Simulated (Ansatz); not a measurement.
## Zone-centre phonons of CoO at 5 GPa: input and output

Level of theory: DFT LDA, scalar-relativistic, plane waves, PAW (Ansatz 0.2.0).

Launched with:
```bash
ansatz run input.yaml --threads 2 --pin off --max-ram 6144MiB --backend cpu --events-out ev --progress --plain --runs-dir out
```

Input (bare energies are in eV):
```yaml
crystal:
  lattice:
    - [2.6220072759, 0.0, 0.0]
    - [-1.311003638, 2.2707249098, 0.0]
    - [0.0, 0.0, 5.8925442843]
  atoms:
    - { symbol: Co, position: [0.0, 0.0, 0.0341477418], spin: -1.69 }
    - { symbol: Co, position: [0.3333333333, 0.6666666667, 0.5341481455], spin: 1.69 }
    - { symbol: O, position: [0.0, 0.0, 0.3408524019] }
    - { symbol: O, position: [0.3333333333, 0.6666666667, 0.8408527109] }
basis:
  ecutwfc: 420
kpoints:
  mp_grid: { grid: [18, 18, 8] }
hamiltonian:
  xc: lda
scf:
  occupations: { method: gaussian, width: 0.2 }
output:
  eigenvalues: true
  populations: true
magnetization:
  spin_polarized: true
phonons:
  method: dfpt
  eigenvectors: true
```

The end of the output:
```
--- Phonons (Γ-DFPT): 8 representative perturbations + reference, on 695 of 2592 k-points (Σ response iterations 28) ---
  k mesh reduced under 2 symmetry operations, with k and −k counted as one. Each operation leaves every solved perturbation unchanged. A smaller set is not used because it would not reduce the number of displacements ...
  ASR residual: 9.515e-5 → 0.000e0 eV/Å²; symmetrization residual: 6.419e-6 eV/Å²
  ASR residual per site (eV/Å²): 9.51e-5 5.21e-5 3.38e-5 2.25e-5
  Γ frequencies (cm⁻¹): 0.00 0.00 0.00 144.13 144.13 326.86 326.86 382.70 430.15 430.15 604.78 608.53
  non-analytic LO–TO correction: not included (Born effective charges unavailable; polar crystals: no LO–TO splitting at Γ)
--- Löwdin populations: 4 sites ---
  site symbol q [e]    m [muB]
     0     Co     16.1346    -1.5898
     1     Co     16.1346     1.5898
     2      O      6.7022     0.1183
     3      O      6.7022    -0.1183
  spilling = 0.007098 (of n_electrons = 46.000000)
```

It took 5.5 min on 2 threads of AMD EPYC 9R45 96-Core Processor (Zen 5), on a shared host, peak memory 3.5 GiB.

In a metal, frequencies and elastic constants depend on the k mesh and the smearing, soft modes and shear constants most. Other phases may be more stable at this pressure. A semilocal functional can close a gap that the real compound has.

This wurtzite form isn't the usual stable structure of the compound at low pressure.